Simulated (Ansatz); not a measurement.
# ⁴⁹Ti NMR of the central transition in TiO2 under strain

Cell: a COD entry, relaxed with PBE at fixed cell and then changed (z compressed by 1 %, ions relaxed).

```xyz
6
Lattice="-1.8921 1.8921 4.7097 1.8921 -1.8921 4.7097 1.8921 1.8921 -4.7097" Properties=species:S:1:pos:R:3 pbc="T T T"
Ti    0.0000    0.0000    0.0000
Ti    0.0000    1.8921    2.3549
O     0.0000    0.0000    1.9788
O     0.0000    1.8921    4.3336
O     0.0000    1.8921    0.3761
O     0.0000    0.0000    7.4407
```

Sites (sets of like atoms) are named by element and the number of their first atom in this list.

All values are calculated (Ansatz; DFT, PBE, plane waves and PAW, scalar-relativistic, 420 eV cutoff, Γ-centred 11×11×11 k-points, Fermi–Dirac smearing 0.02 eV), not measured.

⁴⁹Ti has I = 7/2 and Q = 247.0 mb (Pyykkö 2018); at 28.2 T its Larmor frequency is ν₀ = 67.8 MHz. Only the quadrupole interaction is simulated: positions count from each site's isotropic chemical shift, and J coupling is left out, as are shift anisotropy and dipolar coupling, which fast spinning averages.

Simulated pattern of one Ti site (fast magic-angle spinning, Gaussian broadening 0.2 kHz):

offset (kHz), height and a bar:
```
   -4.108          0 
   -3.946          4 #
   -3.784          6 ##
   -3.621          6 ##
   -3.459          6 ##
   -3.297          7 ##
   -3.135          7 ##
   -2.973          7 ##
   -2.811          8 ##
   -2.649         16 #####
   -2.487         70 #####################
   -2.325         76 #######################
   -2.163         55 ################
   -2.001         48 ##############
   -1.839         45 #############
   -1.677         44 #############
   -1.514         44 #############
   -1.352         45 ##############
   -1.190         48 ##############
   -1.028         54 ################
   -0.866         67 ####################
   -0.704        100 ##############################
   -0.542         78 #######################
   -0.380          8 ##
```

(1) Which |C_Q| and η does the pattern imply?

Results:

(1) The pattern spans 3.40 kHz before broadening and its centre of gravity is at -1.59 kHz, which fixes P_Q; the places of the horns and steps fix η. That gives P_Q = 6.50 MHz, |C_Q| = 6.50 MHz and η = 0.00. The sign of C_Q can't be read from the pattern.

An axis of threefold or higher order runs through Ti, so V_zz lies along it and η is zero.

At this changed cell the PBE pressure is 7 GPa.

The relaxation (4 steps) took 40 s of wall time (40 s of CPU time) and 0.52 GiB at its peak, on 1 thread of Arm Neoverse V1 (aarch64; 8 cores open to the job, memory cap 3.0 GiB, no GPU), a shared host with a load of 0.6 a core.
